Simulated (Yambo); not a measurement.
Quantum ESPRESSO input (PBE, PseudoDojo standard norm-conserving files, scalar-relativistic) whose wavefunctions are converted with p2y:

```
&CONTROL
  calculation = 'nscf'
  pseudo_dir = './pseudo'
  outdir = './out'
/
&SYSTEM
  ibrav = 0
  nat = 2
  ntyp = 2
  ecutwfc = 84.0
  ecutrho = 336.0
  occupations = 'fixed'
  force_symmorphic = .true.
  nbnd = 79
/
&ELECTRONS
  conv_thr = 2e-09
  diago_full_acc = .true.
  diago_thr_init = 1e-08
/
ATOMIC_SPECIES
N 14.0070 N.upf
Al 26.9815 Al.upf
CELL_PARAMETERS angstrom
  0.000000000000   2.183995000000   2.183995000000
  2.183995000000   0.000000000000   2.183995000000
  2.183995000000   2.183995000000   0.000000000000
ATOMIC_POSITIONS crystal
N   0.250000000000   0.250000000000   0.250000000000
Al   0.000000000000   0.000000000000   0.000000000000
K_POINTS automatic
4 4 4 0 0 0
```

Yambo's initialisation report on symmetry, reciprocal space, the k grid and the gaps on this mesh:

```
  [02.02] Symmetries
  ==================

  Inversion symmetry    : yes
  Spatial inversion     : no
  Inversion index       :  25
  K-space Time-reversal : yes
  Magnetic symmetries   : no
  Time-reversal derived K-space symmetries:   25   48
  Group table correct   : yes
  Symmetries units      :  [cc]

  [02.03] Reciprocal space
  ========================

  nG shells         :  195
  nG charge         :  14553
  nG WFs            :  2347
  nC WFs            :  1850
  G-vecs. in first 19 shells:  [ Number ]
     1    9   15   27   51   59   65   89  113
    137   169   181   229   259   283   307   331   339
    387
  ...
  Shell energy in first 19 shells:  [ mHa ]
    0.00000      869.141      1158.85      2317.71      3186.85      3476.56      4635.42      5504.56      5794.27
    6953.12      7822.26      9270.83      10140.0      10429.7      11588.5      12457.7      12747.4      13906.2
    14775.4
  ...

  [02.04] K-grid lattice
  ======================

  Compatible Grid is   : 3D
  Base K vectors       :  K_min[ 1 ]  K_min[ 2 ]  K_min[ 3 ]
  K_min[ 1 ] : -0.250000  0.000000  0.000000 [rlu]
  K_min[ 2 ] :  0.000000  0.250000  0.000000 [rlu]
  K_min[ 3 ] :  0.000000  0.000000 -0.250000 [rlu]
  Grid dimensions      :   4   4   4
  K lattice UC volume  :  0.027566 [a.u.]

  IBZ K-points                                      :   8
  BZ  K-points                                      :   64

  K/Q-points units:
  rlu = crystal or reduced units; cc = cartesian coordinates; iku = interal k-units

  K [1]          [rlu]:  0.000000  0.000000  0.000000
         WF components:  1837
  K [2]          [rlu]:  0.000000  0.000000  0.250000
         WF components:  1847
  K [3]          [rlu]:  0.000000  0.000000 -0.500000
         WF components:  1850
  K [4]          [rlu]:  0.000000  0.250000  0.250000
         WF components:  1828
  K [5]          [rlu]:  0.000000  0.250000 -0.500000
         WF components:  1821
  K [6]          [rlu]:  0.000000  0.250000 -0.250000
         WF components:  1829
  K [7]          [rlu]:  0.000000 -0.500000 -0.500000
         WF components:  1772
  K [8]          [rlu]:  0.250000 -0.500000 -0.250000
         WF components:  1800

  [02.05] Energies & Occupations
  ==============================

  [X] === General ===
  [X] Electronic Temperature                        :  0.000000  0.000000 [eV K]
  [X] Bosonic    Temperature                        :  0.000000  0.000000 [eV K]
  [X] Finite Temperature mode                       : no
  [X] El. density                                   :  0.38398E+24 [cm-3]
  [X] Fermi Level                                   :  6.957014 [eV]

  [X] === Gaps and Widths ===
  [X] Conduction Band Min                           :  3.324484 [eV]
  [X] Valence Band Max                              :  0.000000 [eV]
  [X] Filled Bands                                  :   4
  [X] Empty Bands                                   :    5   79
  [X] Direct Gap                                    :  4.192120 [eV]
  [X] Direct Gap localized at k                     :  1
  [X] Indirect Gap                                  :  3.324484 [eV]
  [X] Indirect Gap between kpts                     :   1   7
  [X] Last valence band width                       :  2.697485 [eV]
  [X] 1st conduction band width                     :  4.489733 [eV]
```
The gaps are PBE values on this mesh alone; only operations without fractional translations are kept.

Geometry of the Materials Project entry, not relaxed at this level.
